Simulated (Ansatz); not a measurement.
The start is a relaxed BAs cell with every coordinate shifted by Gaussian noise of σ = 0.2 Å. Cell shape, volume and atoms are optimised at zero target pressure with PBE (plane waves to 420 eV, PAW, scalar-relativistic; Ansatz, a program for electronic structure). The first steps use a coarse 8×8×8 k-mesh.

Input geometry:
```yaml
crystal:
  lattice:
    - [0.00000, 2.40473, 2.40473]
    - [2.40473, 0.00000, 2.40473]
    - [2.40473, 2.40473, 0.00000]
  atoms:
    - { symbol: As, position: [0.66028, 0.68445, 0.78629] }
    - { symbol: B, position: [0.97791, 0.89689, 0.04092] }
```

- Initial pressure: +3.1 GPa (positive: the cell is compressed)
- Relative to the parent: The parent structure is recovered, F-43m (No. 216)
- Shortest distances (start → end): The closest pairs of elements (up to four, under 3.6 Å), start → end: As–B 1.90 → 2.08 Å; As–As 3.40 → 3.40 Å; B–B 3.40 → 3.40 Å
- Band gap at the end: 1.21 eV, indirect (valence top at Γ, conduction bottom at 82 % of the way from Γ to X) (no spin-orbit coupling)
- Optimiser moves: 4

Final structure:

```cif
data_As4B4
_chemical_formula_sum 'As4 B4'
_space_group_name_H-M_alt 'F-43m'
_space_group_IT_number 216
_space_group_name_Hall 'F -4 2 3'
_cell_length_a 4.80925
_cell_length_b 4.80925
_cell_length_c 4.80925
_cell_angle_alpha 90.000
_cell_angle_beta 90.000
_cell_angle_gamma 90.000
loop_
_atom_site_label
_atom_site_type_symbol
_atom_site_symmetry_multiplicity
_atom_site_Wyckoff_symbol
_atom_site_fract_x
_atom_site_fract_y
_atom_site_fract_z
_atom_site_occupancy
As1 As 4 b 0.50000 0.50000 0.50000 1
B1 B 4 c 0.25000 0.25000 0.25000 1
```
(The calculation used a cell of 2 atoms; values per cell refer to that cell.)

Final values are on a 12×12×12 k-mesh of the relaxed cell. No spin polarisation in the result.
